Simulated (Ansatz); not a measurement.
Cu Kα1 powder pattern (kinematic, no thermal factors).
```csv
2θ (°),relative intensity
12.85,1
23.05,1
24.82,7
25.87,2
28.04,100
32.32,4
32.49,5
32.49,2
33.15,4
41.99,2
46.61,22
46.61,43
47.10,1
48.91,1
53.52,2
55.28,28
55.28,14
57.86,1
57.97,2
68.04,7
68.05,3
75.14,5
75.14,11
86.51,14
86.51,7
```

The pattern is computed from a structure relaxed with DFT PBE, scalar-relativistic, plane waves, PAW (Ansatz 0.2.0). No spin polarisation. Its elements are Al, Ga, P.

Task: Give the structure.

Result: Al₂Ga₃P₅.
Space group I-4m2 (No. 119). a = 3.894 Å, b = 3.894 Å, c = 27.534 Å, α = 90.00°, β = 90.00°, γ = 90.00°
| atom | site | symmetry | x | y | z |
| --- | --- | --- | --- | --- | --- |
| Al | 4e | 2mm. | 0.5000 | 0.5000 | 0.2000 |
| Ga | 4e | 2mm. | 0.5000 | 0.5000 | 0.4000 |
| Ga | 2b | -4m2 | 0.5000 | 0.5000 | 0.0000 |
| P | 4f | 2mm. | 0.0000 | 0.5000 | 0.0500 |
| P | 4f | 2mm. | 0.5000 | 0.0000 | 0.1502 |
| P | 2c | -4m2 | 0.0000 | 0.5000 | 0.2500 |

A pattern alone doesn't exclude other cells with like lines; this is the one computed.

The structure comes from a generated guess; another structure or a mixture of phases may lie lower.
